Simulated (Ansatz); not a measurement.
Relaxed NiSi₂ (fluorite type, space group Fm-3m):

```xyz
3
Lattice="0.0000 2.7220 2.7220 2.7220 0.0000 2.7220 2.7220 2.7220 0.0000" Properties=species:S:1:pos:R:3 pbc="T T T"
Ni     0.0000     0.0000     0.0000
Si     1.3610     1.3610     1.3610
Si     4.0830     4.0830     4.0830
```

In this cell atom 3 (Si, nearest neighbour Ni at 2.357 Å; its periodic images, 3.8 Å or more away, move with it) is moved by s along Cartesian [111], unit vector (0.577, 0.577, 0.577); all other atoms and the cell stay fixed.

Calculation: PBE (plane waves to 420 eV, PAW, scalar-relativistic; Ansatz, a first-principles code). k mesh 12×12×12 (Γ-centred), Fermi-Dirac smearing 0.05 eV. Energies are smeared free energies. With partly filled bands, energies and forces of such displacements shift with the k mesh and the smearing. NiSi2 is run without spin polarisation. NiSi2 was relaxed with its symmetry unable to fall. The PAW data are Ansatz's earlier set. ΔE is measured from the undisplaced structure. The last digit holds for this mesh only.

```json
[
 {"s (Å)": "-0.240", "ΔE (meV/cell)": "179.8"},
 {"s (Å)": "-0.192", "ΔE (meV/cell)": "118.4"},
 {"s (Å)": "-0.144", "ΔE (meV/cell)": "68.3"},
 {"s (Å)": "-0.096", "ΔE (meV/cell)": "31.1"},
 {"s (Å)": "-0.048", "ΔE (meV/cell)": "8.0"},
 {"s (Å)": "0.000", "ΔE (meV/cell)": "0.0"},
 {"s (Å)": "0.048", "ΔE (meV/cell)": "8.6"},
 {"s (Å)": "0.096", "ΔE (meV/cell)": "36.2"},
 {"s (Å)": "0.144", "ΔE (meV/cell)": "85.6"},
 {"s (Å)": "0.192", "ΔE (meV/cell)": "159.9"},
 {"s (Å)": "0.240", "ΔE (meV/cell)": "withheld"}
]
```

Task: Fit a polynomial form (powers 2, 3, 4) to the given rows and predict ΔE at s = 0.240.

Result: Least squares on the 10 given rows: ΔE = (3651)·s² + (2948)·s³ + (3150)·s⁴, in meV/cell with s in Å; root-mean-square residual 0.22 meV/cell. At 0.240 the fit gives 261.5 meV/cell; the calculation gives 262.9 meV/cell, so the extrapolation is off by -1.4 (-0.5 %). The quadratic term alone would give 210.3 meV/cell.

(For displaced atoms, the force is minus the slope of the energy, and its curvature is a force constant, which sets phonon frequencies.)
